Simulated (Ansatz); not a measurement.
A 12-atom cell of Ba3CaF8 built on the fluorite structure (relaxed group Cmmm) was put through Ansatz (plane waves). The geometry is the r2SCAN minimum.

Structure:
```
CELL_PARAMETERS angstrom
4.22818 -6.03781 0.00000
4.22818 6.03781 0.00000
0.00000 0.00000 4.26877
ATOMIC_POSITIONS crystal
Ba 0.00000 0.50000 0.00000
F 0.38779 0.15159 0.50000
F 0.15159 0.38779 0.50000
Ca 0.50000 0.50000 0.50000
F 0.87514 0.12486 0.00000
F 0.61267 0.38733 0.00000
Ba 0.00000 0.00000 0.50000
F 0.38733 0.61267 0.00000
F 0.12486 0.87514 0.00000
Ba 0.50000 0.00000 0.00000
F 0.84841 0.61221 0.50000
F 0.61221 0.84841 0.50000
```

What the program printed (shortened):
```
scf.n_extra_bands = 7 over 48 filled bands (N_el = 96.0): the run solves 55 bands
Functional definition: PBE0
Crystal: 12 atoms, lattice volume = 217.955 Å³
Basis set: ecut = 420 eV, 4265 PW (Γ)
Bands: 55, of which v1, the nominal top of the filled ones, is band 48 counted from 1 (47 counted from 0)
Symmetry: 8 space group operations
Space group: Cmmm (ITA 65)
k-points: 9 of 16
Exchange kernel: α = 0.2500, full range, Wigner–Seitz truncation, v(0) = 7883.0080 eV·Å³, q-mesh 2×2×4
preconditioner: auto → none  [insulator: Δε(μ)=9.116 eV  ℏωp=24.4 eV]
hybrid outer 1: dexx = +4.983e-2 eV, tail = 8.39e-5 eV
hybrid outer 2: dexx = +2.531e-6 eV, tail = 3.00e-8 eV, Δε = 3.64e-3 eV, ΔF = 2.25e-3 eV/Å
hybrid SCF converged: 2 outer / 13 inner (+2 warm-up)
Free energy (F): -26168.769214 eV
Fermi energy:    1.819703 eV
--- Per-component energies (eV) ---
  E_band       = -711.724525
  E_kinetic    = 2460.231660
  E_local      = -6561.903898
  E_nonlocal   = 808.905679
  E_hartree    = 2467.294505
  E_xc         = -995.357047
  E_vxc        = -1088.150741
  E_exx        = -339.942040
  E_paw        = -18108.718627
  E_vpaw       = -585.530992
  E_ewald      = -5898.463812
  E_core_change = -0.832133
--- Forces (eV/Å), atoms counted from 1 ---
  atom   1  Ba      0.00000      0.00000      0.00000
  atom   2  F     -0.03733    -0.03375      0.00000
  atom   3  F     -0.03733      0.03375      0.00000
  atom   4  Ca      0.00000      0.00000      0.00000
  atom   5  F       0.00000      0.01035      0.00000
  atom   6  F       0.00000    -0.06124      0.00000
  atom   7  Ba      0.00000      0.00000      0.00000
  atom   8  F       0.00000      0.06124      0.00000
  atom   9  F       0.00000    -0.01035      0.00000
  atom  10  Ba      0.00000      0.00000      0.00000
  atom  11  F       0.03733    -0.03375      0.00000
  atom  12  F       0.03733      0.03375      0.00000
--- Stress (GPa, compression-positive) ---
        0.423371       0.000000       0.000000
        0.000000       0.410674       0.000000
        0.000000       0.000000       0.471326
  P = ⅓ Tr σ = 0.4351 GPa (4.351 kbar)
--- Band table (eV; the first three rows and the last of 9) ---
  k-point 0: bands = […, 1.1400, 1.1842, 1.2484, 1.4000, 1.5485, 1.7978, 10.7261, 11.5727, 13.1473, 13.2197, …]
  k-point 1: bands = […, 1.1271, 1.2428, 1.4275, 1.4329, 1.4607, 1.7997, 11.4491, 11.8910, 12.0623, 12.4769, …]
  k-point 2: bands = […, 1.0950, 1.1848, 1.3345, 1.4487, 1.4703, 1.8197, 11.3543, 12.0655, 12.1891, 12.6243, …]
  k-point 8: bands = […, 1.1536, 1.1785, 1.2102, 1.3630, 1.4969, 1.6304, 11.0007, 11.8139, 12.9698, 13.2917, …]
```

bands.tsv, columns around the gap (it counts bands from 0):
```tsv
# k_distance	band_43	band_44	band_45	band_46	band_47	band_48	band_49	band_50	band_51
# fermi_ev = 1.819703
# [0, 0, 0] at k_distance = 0.000000
# [-0.5, 0.5, 0] at k_distance = 0.520320
# [-0.3725995173, 0.6274004827, 0] at k_distance = 0.709640
# [0.3725995173, 0.3725995173, 0] at k_distance = 1.344856
# [0, 0, 0.5] at k_distance = 2.265830
# [0.3725995173, 0.3725995173, 0.5] at k_distance = 2.819522
# [-0.3725995173, 0.6274004827, 0.5] at k_distance = 3.454738
# [-0.5, 0.5, 0.5] at k_distance = 3.644059
# [0, 0.5, 0] at k_distance = 4.508534
# levels_relative_to = fermi_ev
0.000	-0.635	-0.571	-0.420	-0.271	-0.022	8.906	9.753	11.328	11.400
0.520	-0.563	-0.509	-0.394	-0.370	-0.089	9.805	10.107	10.853	10.934
0.710	-0.569	-0.507	-0.416	-0.384	-0.095	9.928	9.965	10.719	10.877
1.345	-0.569	-0.507	-0.416	-0.384	-0.095	9.928	9.965	10.719	10.877
2.266	-0.635	-0.485	-0.371	-0.349	0.000	9.535	10.246	10.369	10.805
2.820	-0.549	-0.534	-0.443	-0.380	-0.152	9.306	10.039	10.690	11.470
3.455	-0.549	-0.534	-0.443	-0.380	-0.152	9.306	10.039	10.690	11.470
3.644	-0.641	-0.609	-0.457	-0.323	-0.189	9.181	9.994	11.150	11.472
4.509	-0.577	-0.482	-0.479	-0.314	-0.137	9.686	10.094	10.435	10.705
```
In order the rows are Γ, Y, C₀, Σ₀, Z, A₀, E₀, T, S.

Problem. Reconstruct the input.

Solution.
```yaml
crystal:
  # lattice and atoms as above
kpoints:
  mp_grid: { grid: [2, 2, 4] }
  band_path:
    path:
      - [0.0, 0.0, 0.0]
      - [-0.5, 0.5, 0.0]
      - [-0.3725995173, 0.6274004827, 0.0]
      - [0.3725995173, 0.3725995173, 0.0]
      - [0.0, 0.0, 0.5]
      - [0.3725995173, 0.3725995173, 0.5]
      - [-0.3725995173, 0.6274004827, 0.5]
      - [-0.5, 0.5, 0.5]
      - [0.0, 0.5, 0.0]
    npoints: 1
hamiltonian:
  xc: pbe0
scf:
  occupations: { method: fixed }
  n_extra_bands: 7
output:
  forces: true
  stress: true
  eigenvalues: true
```
The exchange loop and the term E_exx show exact exchange. A single point prints forces and stress when the output block asks for them. Not every key shows in the log; this is the file that was used.

Wall time 90 s on 1 × NVIDIA H100 80GB HBM3 with 2 threads of AMD EPYC 7R13 Processor (Zen 3), on a shared host; peak host memory 2.1 GiB.

The cell comes from a prototype generator: it can be a known phase or a hypothetical one. Spin polarisation is off.

The runs are scalar-relativistic, without spin-orbit coupling.

The program warns that its thresholds are loose for a hybrid's stress.

The meshes of the hybrids are coarse, so their gaps aren't converged to the digits shown.
